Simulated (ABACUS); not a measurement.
Worked example: self-consistent single point of SnSe2 (P-3m1, 3 atoms in the cell; from Materials Project mp-665, changed as shown) in ABACUS.

All values come from this method and carry its errors: PBEsol, PseudoDojo 0.4 standard norm-conserving PBEsol (tails mended) pseudopotentials (plane waves; ABACUS).

The change in words: lattice vector c scaled by 0.98. Reference geometry (P-3m1):
```
CELL_PARAMETERS angstrom
      3.84190     0.00000     0.00000
     -1.92095     3.32718     0.00000
      0.00000     0.00000     6.48588
ATOMIC_POSITIONS crystal
  Sn 0.00000 0.00000 0.00000
  Se 0.66667 0.33333 0.75710
  Se 0.33333 0.66667 0.24290
```

Reference input (self-consistent single point, DFT, PBEsol, plane waves, PseudoDojo 0.4 standard norm-conserving PBEsol (tails mended) pseudopotentials): KPT = Gamma 7 7 3 0 0 0; basis_type = pw; ecutwfc = 86 Ry; smearing_method = gaussian; smearing_sigma = 0.000734986 Ry; potentials = PseudoDojo 0.4 standard norm-conserving PBEsol (tails mended); symmetry = 1; ks_solver = dav_subspace; scf_nmax = 100; scf_thr = 1.0e-09 Ry; mixing_type = broyden. This run's input differs from it in these lines:

```diff
@@ -28,3 +28,3 @@
   -3.6300693991    6.2874646365    0.0000000000
-   0.0000000000    0.0000000000   12.2565368772
+   0.0000000000    0.0000000000   12.0114053838
 
@@ -41,4 +41,4 @@
 2
-   1.9209519209    1.1090598909    4.9104597480 1 1 1
-  -0.0000019210    2.2181231091    1.5754202520 1 1 1
+   1.9209519209    1.1090598909    4.8122502502 1 1 1
+  -0.0000019210    2.2181231091    1.5439117498 1 1 1
 # file: KPT
```

Log, with long lists cut:

```
 SELF-CONSISTENT
 -------------------------------------------
                                 init_chg = atomic

 PW ALGORITHM --------------- ION=   1  ELEC=   1--------------------------------

 Notice: Threshold on eigenvalues was too large.

 Density error is 0.0684391370833
                          Error Threshold = 0.000150354243592
 E_KohnSham     -641.8101954378      -8732.2756924470
 E_Fermi        0.5397225361         7.3433018303

 PW ALGORITHM --------------- ION=   1  ELEC=   2--------------------------------

 Density error is 0.0183858303969
                          Error Threshold = 0.00014878073279
   [... lines left out ...]

 Density error is 5.54906458405e-09
                          Error Threshold = 1.78807707415e-10
 E_KohnSham     -641.8291609280      -8732.5337311792
 E_Fermi        0.5833353598         7.9366847379

 PW ALGORITHM --------------- ION=   1  ELEC=   8--------------------------------

 Density error is 4.56279588965e-10
                          Error Threshold = 1.20631838784e-11
 E_KohnSham     -641.8291609301      -8732.5337312088
 E_KS(sigma->0) -641.8291609301      -8732.5337312088
 E_entropy(-TS) -0.0000000000        -0.0000000000
 E_Fermi        0.5833385484         7.9367281212
 charge density convergence is achieved
 final etot is -8732.5337312 eV
 EFERMI = 7.9367281212 eV

 STATE ENERGY(eV) AND OCCUPATIONS    NSPIN == 1
   [... 30 lines left out ...]

 TOTAL-FORCE (eV/Angstrom)
                       Sn1         0.0000000000         0.0000000000         0.0000000000
                       Se1        -0.0000065463         0.0000037795        -0.3266649716
                       Se2         0.0000065463        -0.0000037795         0.3266649716

 TOTAL-STRESS (KBAR)
        -1.1362569969        -0.0001164301         0.0005279397
        -0.0001164301        -1.1363914380        -0.0003048061
         0.0005279397        -0.0003048061        16.0481029025
 TOTAL-PRESSURE: 4.591818 KBAR

 --------------------------------------------
 !FINAL_ETOT_IS -8732.5337312088358885 eV
 --------------------------------------------
```

The run converged in 8 iterations. Against the reference run the free energy rises by 2.3 meV/atom, the pressure goes from -0.74 to 0.46 GPa and the largest force goes from 0.032 to 0.327 eV/Å.

The structure comes from a collection of computed structures, made at another level of theory; the collection holds predicted forms beside known ones.

Cost on one core: around 90 core-seconds (rough).

“Tails mended”: in these copies of the files the far tail of each local potential was reset to the Coulomb form.
